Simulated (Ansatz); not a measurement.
MgBe2Te3 as one 6-atom ordering (P3m1) on the zincblende lattice at its r2SCAN geometry, run in Ansatz at 2 levels of theory. These are computed values for a spin-unpolarised cell that may be hypothetical; none is a measurement.

The r2SCAN input:
```yaml
crystal:
  lattice:
    - [4.1616767904, 0.0, 0.0]
    - [-2.0808383952, 3.6041178228, 0.0]
    - [0.0, 0.0, 10.4445297631]
  atoms:
    - { symbol: Be, position: [0.0, 0.0, -0.0118794103] }
    - { symbol: Be, position: [0.6666666667, 0.3333333333, 0.6809078845] }
    - { symbol: Mg, position: [0.3333333333, 0.6666666667, 0.3386508357] }
    - { symbol: Te, position: [0.6666666667, 0.3333333333, 0.9146672969] }
    - { symbol: Te, position: [0.3333333333, 0.6666666667, 0.6060218565] }
    - { symbol: Te, position: [0.0, 0.0, 0.2216315366] }
kpoints:
  mp_grid: { grid: [12, 12, 4] }
  band_path:
    path:
      - [0.0, 0.0, 0.0]
      - [0.5, 0.0, 0.0]
      - [0.3333333333, 0.3333333333, 0.0]
      - [0.0, 0.0, 0.5]
      - [0.5, 0.0, 0.5]
      - [0.3333333333, 0.3333333333, 0.5]
      - [0.0, 0.5, 0.0]
    npoints: 1
hamiltonian:
  xc: r2scan
scf:
  occupations: { method: fixed }
  n_extra_bands: 5
output:
  forces: true
  stress: true
  eigenvalues: true
```

Main results, then, where recorded, the levels near the gap in eV from the Fermi energy (columns number the bands from 0), one row a point of the path (Γ, M, K, A, L, H, M):
```
Crystal: 6 atoms, lattice volume = 156.659 Å³
Symmetry: 6 space group operations
Space group: P3m1 (ITA 156)
```
```
Basis set: ecut = 500 eV, 4005 PW (Γ)
k-points: 69 of 576 (time reversal used)
SCF 1 converged in 7 iterations: F = -23101.078107 eV  dr2 = 3.65e-8
Free energy (F): -23101.078107 eV
Fermi energy:    6.173500 eV
--- Forces (eV/Å), atoms counted from 1 ---
  atom   1  Be      0.00000      0.00000      0.00218
  atom   2  Be      0.00000      0.00000    -0.00142
  atom   3  Mg      0.00000      0.00000    -0.00042
  atom   4  Te      0.00000      0.00000      0.00084
  atom   5  Te      0.00000      0.00000      0.00034
  atom   6  Te      0.00000      0.00000    -0.00149
--- Stress (GPa, compression-positive) ---
       -0.045912       0.000000       0.000000
        0.000000      -0.045912       0.000000
        0.000000       0.000000       0.035402
  P = ⅓ Tr σ = -0.0188 GPa (-0.188 kbar)
```
```tsv
band_26	band_27	band_28	band_29	band_30	band_31	band_32	band_33
-0.716	-0.716	-0.405	0.000	0.000	2.980	3.050	3.743
-2.481	-2.313	-1.928	-1.712	-0.918	2.304	2.942	3.511
-3.400	-3.164	-1.979	-1.732	-1.647	3.216	3.236	3.559
-1.215	-0.652	-0.652	-0.057	-0.057	2.982	3.359	4.291
-2.823	-2.463	-1.841	-1.197	-0.805	2.714	2.962	3.307
-2.907	-2.883	-2.267	-2.074	-2.049	4.170	4.348	4.724
-2.481	-2.313	-1.928	-1.712	-0.918	2.304	2.942	3.511
```

With r2SCAN the valence top lies at Γ and the conduction bottom at M, 2.30 eV higher; the smallest vertical gap, at Γ, is 2.98 eV.

PBE0. Against the first input these blocks differ (the band path and keys that only write files left aside):
```yaml
kpoints:
  mp_grid: { grid: [6, 6, 2] }
hamiltonian:
  xc: pbe0
```

```
Basis set: ecut = 420 eV, 3029 PW (Γ)
k-points: 14 of 72 (time reversal used)
SCF 1 stopped early in 3 iterations: F = -23051.957513 eV  dr2 = 2.28e-4
SCF 2 stopped early in 8 iterations: F = -23064.090121 eV  dr2 = 3.43e-6
hybrid outer 1: dexx = +1.571e-2 eV, tail = 1.90e-4 eV
SCF 3 converged in 5 iterations: F = -23064.090419 eV  dr2 = 9.70e-10
hybrid outer 2: dexx = +2.334e-6 eV, tail = 4.82e-8 eV, Δε = 2.05e-3 eV, ΔF = 9.70e-3 eV/Å
SCF 4 converged in 2 iterations: F = -23064.090419 eV  dr2 = 2.72e-10
hybrid outer 3: dexx = +7.116e-10 eV, tail = 6.43e-10 eV, Δε = 3.79e-5 eV, ΔF = 9.98e-5 eV/Å
Free energy (F): -23064.090419 eV
Fermi energy:    5.553917 eV
--- Forces (eV/Å), atoms counted from 1 ---
  atom   1  Be      0.00000      0.00000    -0.00536
  atom   2  Be      0.00000      0.00000    -0.00042
  atom   3  Mg      0.00000      0.00000    -0.00157
  atom   4  Te      0.00000      0.00000      0.00211
  atom   5  Te      0.00000      0.00000      0.06633
  atom   6  Te      0.00000      0.00000    -0.06116
--- Stress (GPa, compression-positive) ---
       -0.581761       0.000000       0.000000
        0.000000      -0.581761       0.000000
        0.000000       0.000000      -0.477621
  P = ⅓ Tr σ = -0.5470 GPa (-5.470 kbar)
```
```tsv
band_26	band_27	band_28	band_29	band_30	band_31	band_32	band_33
-0.745	-0.745	-0.408	0.000	0.000	3.948	4.045	4.742
-2.630	-2.467	-2.060	-1.805	-0.999	3.277	3.983	4.557
-3.719	-3.434	-2.076	-1.858	-1.752	4.243	4.257	4.541
-1.272	-0.670	-0.670	-0.065	-0.065	4.001	4.358	5.420
-3.004	-2.607	-1.955	-1.258	-0.870	3.733	3.969	4.291
-3.149	-3.142	-2.385	-2.210	-2.198	5.226	5.392	5.777
-2.630	-2.467	-2.060	-1.805	-0.999	3.277	3.983	4.557
```

The PBE0 gap is indirect, 3.28 eV (Γ to M), below the direct gap of 3.95 eV at Γ. The mean pressure at these positions is -0.5 GPa, compression counted positive. (The program warns that its thresholds are loose for a hybrid's stress.)

The hybrids run on coarser meshes, which limits their stresses and small splittings of levels.

Totals of different functionals can't be compared.

No spin-orbit coupling is included; it can move band edges with weight on the heavy atoms by tenths of an eV.

The meshes of the hybrids are coarse, so their gaps aren't converged to the digits shown.
